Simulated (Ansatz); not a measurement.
Relaxed-ion elastic tensor of PbF₂ (fluorite, space group No. 225) in GPa (Voigt order), plane-wave PAW LDA (Ansatz code); density 8.30 g/cm³, 16.36 Å³ per atom.

```tsv
	1	2	3	4	5	6
1	124	70.1	70.1	0.0	0.0	0.0
2	70.1	124	70.1	0.0	0.0	0.0
3	70.1	70.1	124	0.0	0.0	0.0
4	0.0	0.0	0.0	24.4	0.0	0.0
5	0.0	0.0	0.0	0.0	24.4	0.0
6	0.0	0.0	0.0	0.0	0.0	24.4
```

Q: Is the crystal mechanically stable?

A: Yes: the smallest eigenvalue of C is 24.4 GPa.

Q: Work out the Voigt, Reuss and Hill averages.

A: K_V = 88.0, K_R = 88.0, K_H = 88.0; G_V = 25.4, G_R = 25.3, G_H = 25.4 GPa.

Q: Give Young's modulus, Poisson's ratio, Pugh's ratio and the universal anisotropy index.

A: E = 9KG/(3K + G) = 69.5 GPa; ν = 0.37; K/G = 3.47 (ductile by the Pugh limit of 1.75); A_U = 5G_V/G_R + K_V/K_R − 6 = 0.01.

Q: Estimate the sound speeds and the Debye temperature.

A: v_l = √((K + 4G/3)/ρ) = 3830 m/s, v_t = √(G/ρ) = 1750 m/s, mean 1970 m/s; Θ = (h/k)(3n/4πV)^(1/3) v_m = 231 K.

Q: Give the Zener ratio and Young's modulus along [100], [110] and [111].

A: A = 2C44/(C11 − C12) = 0.91; 1/E = S11 − 2(S11 − S12 − S44/2)Γ with Γ = 0, 1/4, 1/3 gives 73.3, 68.5, 67.0 GPa.

Q: Solve the Christoffel equation for the three sound speeds along [100], [110], [111].

A: Eigenvalues of C_ijkl n_j n_l equal ρv². In km/s, slowest first: [100] 1.71, 1.71, 3.86; [110] 1.71, 1.80, 3.82; [111] 1.77, 1.77, 3.81.

Space group Fm-3m (fluorite). Symmetry was held in the LDA relaxation; phonons on a q-mesh show no instability. Spin–orbit coupling is left out wherever it is not named.

Potentials: the later of the program's two PAW sets.
